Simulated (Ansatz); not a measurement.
BiB (zinc blende, F-43m), PBEsol in the plane-wave PAW code Ansatz, all energies at zero smearing, with the estimated change up to a 700 eV cutoff added, with one set of potentials and settings (totals compare only within such a set). Cell of 2 atoms (1 Bi, 1 B): -12393.096 eV.

| element | reference phase | E (eV/atom) |
|---|---|---|
| Bi | R-3m, 2 atoms in the cell | -12242.0039 |
| B | R-3m, 12 atoms in the cell | -152.6698 |

Formation energy per atom, worked out: (-12393.096 − 1×(-12242.0039) − 1×(-152.6698))/2 = 0.789 eV/atom (76 kJ per mol of atoms), at 0 K, without zero-point energy or fitted corrections.

The cell is a constructed one: a structure type filled with these elements; neither database checked (COD, Materials Project) lists it. Its standing as an ambient phase is unchecked. The cell was relaxed with PBEsol under the symmetry of its start; of distortions, only those at the zone centre were tested. The references are the lowest solids computed at this level, not always the standard phases. Spin–orbit coupling is left out wherever it is not named.

Potentials: the later of the program's two PAW sets.
